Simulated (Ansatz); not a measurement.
## Structures of W₂S: which is lowest?

Plane-wave DFT in Ansatz with scalar-relativistic PAW potentials, cutoff 420 eV, Γ-centred meshes chosen by cell and gap, Gaussian smearing with energies taken to zero width. Every cell was relaxed (cell and atoms) in a run of its own, within the symmetry of its start. Functional: PBE.

Relaxed structures (starts from databases or built by putting these elements on another compound's sites):
A. R3m, 3 atoms in the computed cell, a = 3.086 Å, c = 16.398 Å; sites (symmetry × multiplicity) W 3m × 3 + 3m × 3, S 3m × 3; start: built
B. P6_3/mmc, 6 atoms in the computed cell, a = 3.103 Å, c = 10.815 Å; sites (symmetry × multiplicity) W 3m. × 4, S -6m2 × 2; start: built

Rank them by energy. Could pressure change the order?

| structure | group | E − E(lowest) (meV/atom) | V (Å³/atom) | gap on mesh (eV) |
| --- | --- | --- | --- | --- |
| B | P6_3/mmc | 0.0 | 15.03 | 0.00 |
| A | R3m | 93 | 15.03 | 0.00 |

B is lowest, 93 meV/atom under A. The two lowest differ in volume by under 3 %, too little for a first-order estimate of what pressure does to that pair (other pairs aren't weighed here); with rigid cells even 3 % in favour of the higher one would need about 33 GPa. Other structures may lie lower than all of these, and vibrations aren't counted.

Spin-orbit coupling is left out, which matters for the bands of heavy elements.